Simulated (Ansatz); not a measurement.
Rb2YAgF6:
```
CELL_PARAMETERS angstrom
      0.00000     4.55255     4.55255
      4.55255     0.00000     4.55255
      4.55255     4.55255     0.00000
ATOMIC_POSITIONS crystal
  Rb 0.75000 0.75000 0.75000
  Rb 0.25000 0.25000 0.25000
  Y  0.50000 0.50000 0.50000
  Ag 0.00000 0.00000 0.00000
  F  0.73654 0.26346 0.26346
  F  0.26346 0.73654 0.73654
  F  0.26346 0.73654 0.26346
  F  0.73654 0.26346 0.73654
  F  0.26346 0.26346 0.73654
  F  0.73654 0.73654 0.26346
```

Relaxed with r²SCAN.

Problem. Which orbitals make up the states near the band edges in r²SCAN (plane waves, PAW; program Ansatz)?

Solution. Top 1 eV of the valence band: Ag 4d 89 %, F 2p 9 %. Bottom 1 eV of the conduction band: Rb 5s 47 %, Ag 5s 27 %, F 2s 10 %, Y 5s 6 %, F 2p 5 %. Projections are on Löwdin-orthogonalised atomic valence shells; empty p or d shells of many metals are not among them.

Problem. Tabulate the density of states.

Solution. States/eV per cell of 10 atoms, in 0.25 eV bins, energy from the valence-band maximum.

```csv
E (eV),total,F 2p,Ag 4d,Y 4d
-7.90,0.00,0.00,0.00,0.00
-7.65,0.00,0.00,0.00,0.00
-7.40,0.00,0.00,0.00,0.00
-7.15,0.00,0.00,0.00,0.00
-6.90,0.00,0.00,0.00,0.00
-6.65,0.00,0.00,0.00,0.00
-6.40,0.00,0.00,0.00,0.00
-6.15,0.00,0.00,0.00,0.00
-5.90,0.00,0.00,0.00,0.00
-5.65,0.00,0.00,0.00,0.00
-5.40,0.02,0.01,0.00,0.00
-5.15,6.63,5.48,0.17,0.38
-4.90,11.97,10.04,0.80,0.76
-4.65,8.61,7.49,0.28,0.47
-4.40,14.96,12.74,0.35,1.39
-4.15,18.50,16.13,1.02,0.67
-3.90,24.36,22.55,0.92,0.09
-3.65,32.90,31.84,0.41,0.08
-3.40,20.65,20.26,0.17,0.02
-3.15,5.39,5.36,0.00,0.00
-2.90,0.00,0.00,0.00,0.00
-2.65,0.00,0.00,0.00,0.00
-2.40,0.00,0.00,0.00,0.00
-2.15,0.00,0.00,0.00,0.00
-1.90,0.00,0.00,0.00,0.00
-1.65,0.00,0.00,0.00,0.00
-1.40,0.00,0.00,0.00,0.00
-1.15,0.00,0.00,0.00,0.00
-0.90,24.00,1.47,22.44,0.06
-0.65,0.00,0.00,0.00,0.00
-0.40,0.00,0.00,0.00,0.00
-0.15,14.89,2.12,12.37,0.13
0.10,1.11,0.20,0.89,0.00
0.35,0.00,0.00,0.00,0.00
0.60,0.00,0.00,0.00,0.00
0.85,0.00,0.00,0.00,0.00
1.10,0.00,0.00,0.00,0.00
1.35,0.00,0.00,0.00,0.00
1.60,0.00,0.00,0.00,0.00
1.85,0.00,0.00,0.00,0.00
2.10,0.00,0.00,0.00,0.00
2.35,0.00,0.00,0.00,0.00
2.60,0.00,0.00,0.00,0.00
2.85,0.00,0.00,0.00,0.00
3.10,0.00,0.00,0.00,0.00
3.35,0.04,0.00,0.00,0.00
3.60,0.27,0.01,0.00,0.00
3.85,0.47,0.02,0.00,0.00
4.10,0.68,0.04,0.00,0.01
4.35,1.06,0.07,0.00,0.02
4.60,2.13,0.16,0.00,0.11
4.85,3.35,0.24,0.00,0.30
5.10,0.00,0.00,0.00,0.00
5.35,0.00,0.00,0.00,0.00
5.60,0.00,0.00,0.00,0.00
5.85,0.50,0.02,0.00,0.02
6.10,7.19,0.45,0.00,1.90
6.35,23.17,2.38,0.00,17.94
6.60,1.32,0.07,0.00,0.34
6.85,3.41,0.10,0.00,0.33
7.10,5.53,0.13,0.00,0.72
7.35,8.02,0.17,0.00,0.78
7.60,7.86,0.13,0.00,0.42
7.85,4.43,0.04,0.00,0.20
8.10,2.99,0.04,0.00,0.20
```

Space group Fm-3m. The first step of the workflow began from a Materials Project structure, measured or hypothetical; the Crystallography Open Database copy checked does not list it. Whether it is the stable phase at ambient conditions was not checked. The r²SCAN relaxation kept the symmetry of its start; its stability against distortions is not shown here. The run is not spin-polarised. Scalar-relativistic: spin–orbit coupling is off unless named, which matters more the heavier the elements.

Potentials: the later of the program's two PAW sets.
